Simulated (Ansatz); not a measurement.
Input:

Starting cell, Pb (fcc, Cu type):

```
Pb
1.0
    4.99091     0.00000     0.00000
    0.00000     4.99091     0.00000
    0.00000     0.00000     4.99091
Pb
4
Direct
  0.00000   0.00000   0.00000
  0.50000   0.50000   0.00000
  0.50000   0.00000   0.50000
  0.00000   0.50000   0.50000
```

Scan: atom 2 (Pb, nearest neighbour Pb at 3.529 Å; its periodic images, 5.0 Å or more away, move with it) is displaced along Cartesian [110], direction (0.707, 0.707, 0.000) in Cartesian axes, by s. The other atoms stay.

The numbers are results of r2SCAN (plane waves to 500 eV, PAW, scalar-relativistic; Ansatz, a program for electronic structure), not measurements. k mesh 8×8×8 (Γ-centred), Fermi-Dirac smearing 0.05 eV. E stands for the smeared free energy. With partly filled bands, energies and forces of such displacements shift with the k mesh and the smearing. On this mesh the relaxed cell isn't quite at rest: it carries a pressure of 0.2 GPa (compression positive) at the zero of the scan. Pb was relaxed with its symmetry unable to fall. Spin-orbit coupling is left out, though Pb is heavy. ΔE is measured from the undisplaced structure.

The scan covers s from -0.350 to 0.350 Å in 11 points.

**Question.** Is the energy the same for equal positive and negative displacements?

**Answer.** Even: the same for both signs. With its periodic images moving along, the atom's site symmetry in this cell is m-3m.

**Question.** What force acts on the atom along the line at s = -0.350 Å?

**Answer.** 0.402 eV/Å.

**Question.** What is the energy change at s = 0.350 Å?

**Answer.** 48.2 meV/cell.

**Question.** What is the force constant k = d²E/ds² of this move at s = 0?

**Answer.** 0.32 eV/Å².

(A displaced cell: forces are minus the slopes of the energy, force constants its curvatures, and phonons follow from these.)
